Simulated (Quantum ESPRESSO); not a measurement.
Mo5ZrWTi, one composition in several site orders

Computed values, not a measurement. The program is pw.x of Quantum ESPRESSO 7.5 (plane-wave density functional theory). The cell is made up: eight metal atoms on a face-centred cubic lattice, with elements, volume, strain and displacements drawn at random and not relaxed, so it may be unstable or far from any real phase. PseudoDojo standard norm-conserving files set the functional (PBE unless stated); there is no spin polarisation or spin-orbit coupling, the Fermi-Dirac width of 0.25 eV means electrons at about 2900 K, and the masses in the input are unused placeholders. Heavy elements are run without spin-orbit coupling, which real alloys of them have. A spin test at this wide smearing found no moment, but such smearing suppresses magnetism that the real alloy may have.

The runs put one composition on the sites in different orders. Cell, positions, cutoff, mesh and smearing stay as in the input of run 1; sites are counted in its order. Stress in the tables is positive in tension.

Input of run 1:

```
&control calculation='scf', pseudo_dir='./dojo.nc.sr.pbe.v0_5.standard.upf', outdir='./o', disk_io='minimal', tprnfor=.true., tstress=.true. /
&system ibrav=0, nat=8, ntyp=4, nbnd=72, ecutwfc=84.00895049, nosym=.true., tot_charge=0,
 occupations='smearing', smearing='fd', degauss=0.0183746611
/
&electrons conv_thr=1.470e-08, electron_maxstep=70, mixing_beta=0.5 /
ATOMIC_SPECIES
Mo 1.0 Mo.upf
Ti 1.0 Ti.upf
W 1.0 W.upf
Zr 1.0 Zr.upf
CELL_PARAMETERS angstrom
-0.0138 -0.0585 -4.0474
-4.0714 -0.0236 -0.0138
2.0899 8.0925 2.1476
ATOMIC_POSITIONS angstrom
Mo 0.0472 0.0118 0.0089
Mo -1.9369 2.0758 0.1001
Mo 0.0473 3.9564 0.1201
Mo -1.9703 6.0652 -0.0047
Zr -2.1182 0.1799 -2.1856
W 0.1309 1.8174 -2.0396
Mo -1.6946 3.9541 -1.9202
Ti -0.1006 6.1029 -2.0383
K_POINTS automatic
6 6 3 1 1 1
```

| run | elements on sites 1 to 8 | free energy less that of run 1 (eV) | -TS (eV) | pressure (GPa) | stress xx (GPa) | stress yy (GPa) | stress zz (GPa) | stress yz (GPa) | stress xz (GPa) | stress xy (GPa) | iterations |
| --- | --- | --- | --- | --- | --- | --- | --- | --- | --- | --- | --- |
| 1 | Mo Mo Mo Mo Zr W Mo Ti | 0.000 | -2.077 | 10.49 | -13.55 | -8.35 | -9.55 | -0.72 | 1.54 | -0.33 | 19 |
| 2 | Mo Ti Zr Mo W Mo Mo Mo | -0.564 | -2.045 | 9.75 | -10.38 | -8.31 | -10.55 | -0.11 | 1.53 | -0.06 | 27 |
| 3 | Ti Mo Mo Mo Mo Mo Zr W | -0.582 | -2.073 | 9.65 | -9.25 | -8.64 | -11.05 | -0.78 | 1.76 | -1.17 | 21 |
| 4 | Mo Ti Mo Mo Zr Mo W Mo | -0.128 | -2.086 | 8.89 | -9.03 | -7.27 | -10.37 | -0.44 | 1.24 | -1.47 | 29 |
| 5 | W Mo Mo Mo Mo Zr Mo Ti | -0.043 | -2.082 | 10.59 | -12.28 | -8.86 | -10.63 | -1.43 | 1.86 | -0.50 | 21 |
| 6 | Mo Mo Zr Ti Mo Mo Mo W | -0.720 | -2.051 | 10.40 | -12.00 | -7.22 | -11.99 | -0.72 | 2.02 | -0.02 | 21 |

Forces Fx Fy Fz (eV/Å):

| site | run 1 | run 2 | run 3 | run 4 | run 5 | run 6 |
| --- | --- | --- | --- | --- | --- | --- |
| 1 | -1.26 -0.46 -1.11 | -0.80 -0.24 -0.95 | -1.20 -0.32 -1.02 | -1.17 -0.46 -1.23 | -0.91 -1.82 -0.67 | -0.73 0.18 -0.98 |
| 2 | 0.09 1.28 -1.73 | -0.05 -0.93 -1.22 | -0.21 -1.07 -1.32 | 0.06 1.02 -1.47 | 0.13 -0.11 -1.63 | -0.11 -1.23 -1.27 |
| 3 | 1.26 0.42 -0.38 | 2.42 0.91 -0.58 | 2.45 0.11 -0.27 | 1.33 0.85 -0.37 | 1.14 1.19 -0.50 | 2.46 0.55 -0.53 |
| 4 | -1.13 -0.65 0.05 | -1.00 0.81 0.21 | -0.85 0.67 0.46 | -1.13 -0.96 0.18 | -1.19 0.48 0.15 | -1.16 0.66 0.21 |
| 5 | 2.04 -2.60 1.51 | 1.25 -2.01 1.04 | 1.08 -0.47 1.01 | 1.66 -2.14 1.71 | 1.25 -2.44 0.47 | 1.28 -1.10 0.84 |
| 6 | -0.77 3.33 1.51 | -0.61 0.48 1.54 | -0.01 0.47 1.20 | -0.52 2.39 1.28 | -0.31 2.26 2.05 | -0.54 -0.01 1.56 |
| 7 | -1.54 -0.51 0.21 | -2.31 0.09 0.06 | -3.18 -0.12 0.15 | -1.39 0.09 0.10 | -1.62 0.73 0.20 | -2.37 0.17 0.08 |
| 8 | 1.31 -0.81 -0.05 | 1.09 0.89 -0.11 | 1.93 0.73 -0.21 | 1.14 -0.79 -0.19 | 1.50 -0.28 -0.07 | 1.16 0.76 0.08 |

The sites are displaced and not relaxed, so the energy differences mix bonding between neighbours with strain and are not ordering energies. A rerun of one cell of this series at a higher cutoff and on a denser mesh moved values by no more than 0.004 eV in energy, 0.03 GPa in stress and 0.012 eV/Å in force, and a second program with other atomic files agreed on that cell to 2 % rms in force and 0.5 GPa in pressure.